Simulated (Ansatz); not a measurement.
## How far is PAW off for Ti?

```yaml
crystal:
  lattice:
    - [-1.62459, 1.64100, 1.64100]
    - [1.64100, -1.62459, 1.64100]
    - [1.64100, 1.64100, -1.62459]
  atoms:
    - { symbol: Ti, position: [0.00000, 0.00000, 0.00000] }
```

Conventional cell: a = 4.618 Å, b = 4.618 Å, c = 2.871 Å, α = 90.00°, β = 90.00°, γ = 120.00°. Around Ti (atom 1) lie 8 Ti at 2.83 to 2.87 Å.

The geometry is COD entry 9012924, unchecked; take it as a test cell. The listed cell was then made from it by scaling, straining or moving an atom.

All numbers are computed: DFT, PBEsol, PAW with Ansatz's default frozen-core files, scalar-relativistic (Ansatz 0.2.0); DFT, PBEsol, all-electron PAW with datasets made for the crystal, scalar-relativistic (Ansatz 0.2.0); DFT, PBEsol, all-electron LAPW, scalar-relativistic (Ansatz 0.2.0).

For PAW: a Γ-centred 14×14×14 k mesh, Fermi–Dirac smearing of 0.05 eV, cutoff 420 eV, no spin polarisation; the PAW files were made with PBE, and the program remakes their frozen cores for this functional. The crystal-made all-electron datasets (AE datasets) take a cutoff of 260 eV at this cell. LAPW targets a basis error of 0.25 meV/atom. The Ansatz runs share mesh, smearing and spin set-up. Plane-wave (PAW) pressures include the program's estimate of the Pulay term.

Stress and pressure are positive in compression.

The change that made this cell: equal xy, yz and zx engineering shear strains of +1 %.

```csv
quantity,PAW,AE datasets,LAPW
pressure (GPa),-6.66,-6.66,-6.66
stress yz (GPa),-0.38,-0.38,-0.38
stress xz (GPa),-0.38,-0.38,-0.38
stress xy (GPa),-0.38,-0.38,-0.38
```
